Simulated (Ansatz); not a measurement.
BiP in the WC-type structure

Method: PBEsol, scalar-relativistic; no spin polarisation; PAW, 420 eV, Γ-centred 10×10×8 mesh, 0.05 eV Gaussian smearing; code Ansatz. The datasets are Ansatz's generated set soft_2.

```
Bi P
1.0
     3.85036    0.00000    0.00000
    -1.92518    3.33451    0.00000
     0.00000    0.00000    3.74393
Bi P
1 1
Cartesian
  0.0000 0.0000 0.0000
  1.9252 1.1115 1.8720
```

The cell came from substitution into a structure type; whether the compound takes it is for experiment to say.

Cell and atoms are those of this level's equilibrium.

The cell has space group P-6m2 (read at 0.01 Å). In it the stress is -0.01, -0.01, -0.01, 0.00, 0.00, 0.00 GPa and the largest force component 0.000 eV/Å. Each change below starts from this cell, without further relaxation. Stress is in GPa, positive in compression, in the order xx, yy, zz, yz, xz, xy; energies are counted from the cell above and are free energies with the smearing's entropy, which match forces and stress in a metal.

What happens when atom 1 (Bi) is moved by 0.12 Å along z?

The energy changes by -9.7 meV per cell, and the force on it along the shift is 0.155 eV/Å (−F/u = -1.29 eV/Å²). Stress: 0.36, 0.36, 1.51, 0.00, 0.00, 0.00.
```tsv
atom	Fx (eV/Å)	Fy	Fz
Bi1	0.000	0.000	0.155
P2	0.000	0.000	-0.155
```

What stress follows from an engineering strain of -1 % in yy, atoms carried along?

0.69, 0.77, 0.52, 0.00, 0.00, 0.00 GPa; the energy changes by 1.1 meV per cell.
```tsv
atom	Fx (eV/Å)	Fy	Fz
Bi1	0.000	0.024	0.000
P2	0.000	-0.024	0.000
```
The change of the stress over the strain gives a clamped-atom stiffness of about 78 GPa for this component, a secant value that lies under the elastic constant in tension and over it in compression, by several per cent for each per cent of strain.
In a harmonic crystal the energy would rise by V(½Cε² − σ₀ε), with σ₀ the stress of the unstrained cell, = 1.1 meV, close to the run's value; the rest has the sign of the anharmonic part, which a secant stiffness overstates.

These numbers lack spin–orbit coupling. A displaced or strained copy of the relaxed cell lay 4.9 meV/atom lower, so the structure isn't a true minimum at this level, unless the mesh, which matters in a metal, makes it so.
